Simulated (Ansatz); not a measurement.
Relaxed-ion elastic tensor of WC in space group P-6m2 (No. 187; W on 1a, C on 1f) in GPa (Voigt order), PBEsol (plane waves, PAW; program Ansatz); density 15.81 g/cm³, 10.29 Å³ per atom.

```
737  245  187  0.0  0.0  0.0
245  737  187  0.0  0.0  0.0
187  187  989  0.0  0.0  0.0
0.0  0.0  0.0  321  0.0  0.0
0.0  0.0  0.0  0.0  321  0.0
0.0  0.0  0.0  0.0  0.0  246
```

### Question
Is the crystal mechanically stable?

### Answer
Yes: the smallest eigenvalue of C is 246 GPa.

### Question
Work out the Voigt, Reuss and Hill averages.

### Answer
K_V = 411, K_R = 407, K_H = 409; G_V = 301, G_R = 293, G_H = 297 GPa.

### Question
Give Young's modulus, Poisson's ratio, Pugh's ratio and the universal anisotropy index.

### Answer
E = 9KG/(3K + G) = 717 GPa; ν = 0.21; K/G = 1.38 (brittle by the Pugh limit of 1.75); A_U = 5G_V/G_R + K_V/K_R − 6 = 0.15.

### Question
Estimate the sound speeds and the Debye temperature.

### Answer
v_l = √((K + 4G/3)/ρ) = 7140 m/s, v_t = √(G/ρ) = 4330 m/s, mean 4790 m/s; Θ = (h/k)(3n/4πV)^(1/3) v_m = 655 K.

### Question
Solve the Christoffel equation for the three sound speeds along x, y, z.

### Answer
Eigenvalues of C_ijkl n_j n_l equal ρv². In km/s, slowest first: x 3.95, 4.51, 6.83; y 3.95, 4.51, 6.83; z 4.51, 4.51, 7.91.

### Question
How much does each axis shrink under pressure?

### Answer
Linear compressibilities β_i = Σ_j S_ij (j = 1 to 3): x 0.89, y 0.89, z 0.67 per TPa.

Symmetry was held in the PBEsol relaxation. The run is not spin-polarised. As this level gives no gap, shear constants depend on the k-mesh and smearing (Fermi–Dirac, 0.1 eV here). Scalar-relativistic: spin–orbit coupling is off unless named, which matters more the heavier the elements.

Potentials: the earlier of the program's two PAW sets. The files were generated under PBE; for other functionals the program regenerates the frozen cores, and for LDA and PBEsol the local potential too.
